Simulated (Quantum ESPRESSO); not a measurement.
# Band energies of KAuF4

```
CELL_PARAMETERS angstrom
     -3.00254     3.00254     5.66390
      3.00254    -3.00254     5.66390
      3.00254     3.00254    -5.66390
ATOMIC_POSITIONS crystal
  F  0.95684 0.45684 0.17378
  F  0.04316 0.54316 0.82622
  F  0.45684 0.28306 0.50000
  F  0.54316 0.71694 0.50000
  F  0.28306 0.78306 0.82622
  F  0.71694 0.21694 0.17378
  F  0.78306 0.95684 0.50000
  F  0.21694 0.04316 0.50000
  K  0.75000 0.75000 0.00000
  K  0.25000 0.25000 0.00000
  Au 0.00000 0.50000 0.50000
  Au 0.50000 0.00000 0.50000
```

PBEsol (Quantum ESPRESSO, PseudoDojo norm-conserving, 84 Ry, no spin-orbit coupling); path ΓXYSΓZS1NPY1Z,XP; energies in eV from the valence-band maximum.

```
k (1/Å)  point  band 52  band 53  band 54  band 55  band 56  band 57  band 58  band 59
-------  -----  -------  -------  -------  -------  -------  -------  -------  -------
0.00         Γ    -0.50    -0.43    -0.42    -0.13    -0.01     2.44     2.44     4.88
0.18              -0.49    -0.44    -0.42    -0.19    -0.03     2.42     2.46     5.05
0.55              -0.49    -0.45    -0.41    -0.22    -0.02     2.34     2.58     6.18
0.74         X    -0.50    -0.44    -0.40    -0.16     0.00     2.32     2.61     6.69
0.74         Y    -0.50    -0.44    -0.43    -0.21    -0.04     2.36     2.60     6.51
1.12         S    -0.48    -0.44    -0.42    -0.29    -0.15     2.50     2.51     6.19
1.34              -0.46    -0.45    -0.44    -0.32    -0.16     2.45     2.47     5.77
1.79         Γ    -0.50    -0.43    -0.42    -0.13    -0.01     2.44     2.44     4.88
1.97              -0.48    -0.47    -0.42    -0.09    -0.05     2.47     2.47     5.07
2.34         Z    -0.43    -0.43    -0.41    -0.17     0.00     2.57     2.57     5.87
2.53              -0.45    -0.42    -0.42    -0.20    -0.05     2.55     2.56     5.95
2.72        S1    -0.48    -0.44    -0.42    -0.29    -0.15     2.50     2.51     6.19
2.87              -0.49    -0.45    -0.43    -0.30    -0.19     2.48     2.49     6.23
3.03         N    -0.47    -0.46    -0.46    -0.25    -0.25     2.47     2.47     6.26
3.38              -0.49    -0.44    -0.44    -0.11    -0.11     2.47     2.47     6.60
3.55         P    -0.48    -0.45    -0.45    -0.08    -0.08     2.46     2.46     6.79
3.90        Y1    -0.50    -0.44    -0.43    -0.21    -0.04     2.36     2.60     6.51
4.01              -0.48    -0.44    -0.44    -0.27    -0.06     2.40     2.60     6.29
4.22              -0.44    -0.43    -0.42    -0.22    -0.04     2.51     2.58     5.97
4.33              -0.43    -0.43    -0.41    -0.18    -0.02     2.56     2.57     5.90
4.43         Z    -0.43    -0.43    -0.41    -0.17     0.00     2.57     2.57     5.87
4.43         X    -0.50    -0.44    -0.40    -0.16     0.00     2.32     2.61     6.69
4.71         P    -0.48    -0.45    -0.45    -0.08    -0.08     2.46     2.46     6.79
```

The PBEsol gap is direct, 2.32 eV at X. Another valence extremum on the path lies within 0.02 eV, too close to call.

Without spin-orbit coupling, band edges of such heavy elements can be off by tenths of an eV.

Geometry of the Materials Project entry, not relaxed at this level.
